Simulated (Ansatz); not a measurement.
# Structure relaxation, Cu2O

The start is a generated cell, Cu2O placed in the AFLOW prototype A2B_oP12_62_2c_c (C37, as in Co2Si). The cell and all atomic positions are relaxed at zero pressure with PBEsol (plane waves to 420 eV, PAW, scalar-relativistic; Ansatz, an electronic-structure program). The first steps use a coarse 4×6×3 k-mesh.

The start:
```
CELL_PARAMETERS angstrom
      4.51673     0.00000     0.00000
      0.00000     3.43301     0.00000
      0.00000     0.00000     6.52896
ATOMIC_POSITIONS crystal
  Cu 0.53800 0.25000 0.78200
  Cu 0.03800 0.25000 0.71800
  Cu 0.46200 0.75000 0.21800
  Cu 0.96200 0.75000 0.28200
  Cu 0.17400 0.25000 0.06200
  Cu 0.67400 0.25000 0.43800
  Cu 0.82600 0.75000 0.93800
  Cu 0.32600 0.75000 0.56200
  O  0.70200 0.25000 0.11100
  O  0.20200 0.25000 0.38900
  O  0.29800 0.75000 0.88900
  O  0.79800 0.75000 0.61100
```

Q: How much energy is released per atom?

A: 0.46 eV/atom.

Q: How does the volume change?

A: +35.3 %, from 8.44 to 11.41 Å³/atom.

Q: How do the shortest distances between atoms change?

A: The closest pairs of elements (up to four, under 3.6 Å), start → end: Cu–O 2.13 → 1.88 Å; Cu–Cu 2.30 → 2.59 Å; O–O 2.89 → 3.33 Å.

Q: What band gap does the relaxed structure have at this level?

A: 0.41 eV, indirect (valence top at k = (0, 0.4286, 0.4), conduction bottom at Γ) (no spin-orbit coupling).

Q: Write out the relaxed structure.

A: 
```cif
data_Cu8O4
_chemical_formula_sum 'Cu8 O4'
_space_group_name_H-M_alt 'Pnma'
_space_group_IT_number 62
_space_group_name_Hall '-P 2ac 2n'
_cell_length_a 6.85727
_cell_length_b 3.73231
_cell_length_c 5.35084
_cell_angle_alpha 90.000
_cell_angle_beta 90.000
_cell_angle_gamma 90.000
loop_
_atom_site_label
_atom_site_type_symbol
_atom_site_symmetry_multiplicity
_atom_site_Wyckoff_symbol
_atom_site_fract_x
_atom_site_fract_y
_atom_site_fract_z
_atom_site_occupancy
Cu1 Cu 4 c 0.21437 0.75000 0.34922 1
Cu2 Cu 4 c 0.47583 0.25000 0.32242 1
O1 O 4 c 0.20222 0.25000 0.38068 1
```

The space group stays Pnma (No. 62) (the run could not lower it), with 12 atoms in the primitive cell. Final values are on a 4×7×5 k-mesh of the relaxed cell. No spin polarisation in the result. No Hubbard U is applied.

The run could not lose the symmetry of its start: the end is stationary, and may be a saddle point rather than a minimum.

The relaxed structure here is a generated cell of Cu2O: the first start was made by placing the elements on the sites of a structure type, and the end was not matched to a known phase here, so it may be hypothetical. Known forms of Cu2O include space group No. 224.
